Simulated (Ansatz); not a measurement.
Input:

AlP:
```cif
data_AlP
_chemical_formula_sum 'Al1 P1'
_space_group_name_H-M_alt 'Pm-3m'
_space_group_IT_number 221
_space_group_name_Hall '-P 4 2 3'
_cell_length_a 3.11912
_cell_length_b 3.11912
_cell_length_c 3.11912
_cell_angle_alpha 90.000
_cell_angle_beta 90.000
_cell_angle_gamma 90.000
loop_
_atom_site_label
_atom_site_type_symbol
_atom_site_symmetry_multiplicity
_atom_site_Wyckoff_symbol
_atom_site_fract_x
_atom_site_fract_y
_atom_site_fract_z
_atom_site_occupancy
Al1 Al 1 a 0.00000 0.00000 0.00000 1
P1 P 1 b 0.50000 0.50000 0.50000 1
```

This is the PBE-relaxed structure.

Task: All from PBE (plane waves, PAW; program Ansatz), unless another level is named. Estimate the electronic character.

Result: metallic (no gap).

Task: What about the formation energy from the elements (no fitted shifts)?

Result: 0.11 eV/atom.

Task: What about the density of states at the Fermi level?

Result: 0.50 states/eV per atom (mean over ±0.08 eV).

A made-up cell: these elements were put on the sites of a structure type; neither database checked (COD, Materials Project) lists it. It is not the phase usual at ambient conditions (space group No. 216). The PBE relaxation kept the symmetry of its start; its stability against distortions is not shown here. The references are the lowest solids computed at this level, not always the standard phases.

Potentials: the later of the program's two PAW sets.
